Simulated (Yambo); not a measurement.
Yambo run on Al2O3 (corundum, space group R-3c, No. 167). The wavefunctions are norm-conserving PBEsol (Quantum ESPRESSO, 84 Ry, scalar-relativistic) ones on a 4×4×4 mesh (24 occupied bands); a = 5.178 Å, b = 5.178 Å, c = 5.178 Å, α = 55.29°, β = 55.29°, γ = 55.29°.

Yambo input:

```
rim_cut
gw0
dyson
el_el_corr
HF_and_locXC
ppa
em1d
RandQpts= 1000000
RandGvec= 1 Ry
EXXRLvcs= 84 Ry
VXCRLvcs= 336 Ry
Chimod= "HARTREE"
% BndsRnXp
 1 | 169 |
%
NGsBlkXp= 8 Ry
% LongDrXp
 1.0 | 1.0 | 1.0 |
%
PPAPntXp= 15 eV
% GbndRnge
 1 | 169 |
%
GTermKind= "BG"
DysSolver= "n"
ExtendOut
% QPkrange
 1 | 1 | 24 | 25 |
%
```

k points by index: 1 = Γ.

Table of the .qp output:

```
#    K-point    Band    Eo [eV]    E [eV]    E-Eo [eV]    Vxc [eV]    Vnlxc [eV]    Sc|Eo [eV]    Sc|E [eV]    dSc/dw|Eo [eV]    Re(Z)    Im(Z)
#
    1    24    0.000000    -1.276054    -1.276054    -20.06648    -25.65367    4.006568    4.311139    -6.494343    0.807321    -0.001036
    1    25    5.822561    6.876951    1.054390    -13.82023    -8.964780    -3.608728    -3.801059    -4.963270    0.845739    -0.841630E-3
```
(The two width columns are left out.) Convergence of these settings isn't established.

Geometry of the Materials Project entry, not relaxed at this level.
